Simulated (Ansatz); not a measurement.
Data sheet: SiGe (DFT)

SiGe:
```
SiGe
1.0
    3.90426     0.00000     0.00000
   -1.95213     3.38119     0.00000
    0.00000     0.00000     6.45402
Si Ge
2 2
Direct
  0.66667   0.33333   0.87448
  0.33333   0.66667   0.37448
  0.66667   0.33333   0.50052
  0.33333   0.66667   0.00052
```

Space group P6_3mc (No. 186), wurtzite; conventional cell a = b = 3.9043 Å, c = 6.4540 Å, α = β = 90.00°, γ = 120.00°.

Method: r²SCAN (plane waves, PAW; program Ansatz). Structure relaxed to zero pressure with the same functional. Other levels are named where they apply.

### Cell and energy

```
Quantity                                                       Value
-----------------------------------------------------  -------------
Volume per atom                                             21.30 Å³
Density                                                   3.93 g/cm³
Formation energy from the elements (no fitted shifts)  0.027 eV/atom
```

### Electronic structure

```
Property                                                                           Value
------------------------------------------------  --------------------------------------
Band gap                                                              0.66 eV (indirect)
Valence-band maximum                                                                at Γ
Conduction-band minimum                                      at M (3 equivalent valleys)
Smallest direct gap on the standard path                                         0.79 eV
Electron effective mass                             0.11, 1.2, 1.2 mₑ (principal values)
Electron effective mass with spin–orbit coupling    0.11, 1.2, 1.2 mₑ (principal values)
Hole effective mass, band 1 of 2 at the edge             0.51 along x, 0.50 along z (mₑ)
Hole effective mass, band 2 of 2 at the edge            0.081 along x, 0.50 along z (mₑ)
Hole effective mass with spin–orbit coupling      0.14, 0.14, 0.49 mₑ (principal values)
HSE06 gap on the r²SCAN cell                                                     0.98 eV
Gap with spin–orbit coupling                                                     0.60 eV
```

### Mechanics

```
Quantity                               Value
----------------------------------  --------
Bulk modulus (Birch–Murnaghan fit)  84.1 GPa
Pressure derivative B′                   4.5
```

### Charges

```
Quantity                     Result
-------------  --------------------
Bader charges  Si +0.35, Ge -0.35 e
```

The workflow started from a Materials Project entry (that database holds measured and hypothetical structures alike); the Crystallography Open Database copy checked does not list it. Whether it is the stable phase at ambient conditions was not checked. The cell was relaxed with r²SCAN under the symmetry of its start; whether a distortion lowers the energy is not shown. The references are the lowest solids computed at this level, not always the standard phases. Scalar-relativistic: spin–orbit coupling is off unless named, which matters more the heavier the elements.

Potentials: the later of the program's two PAW sets.
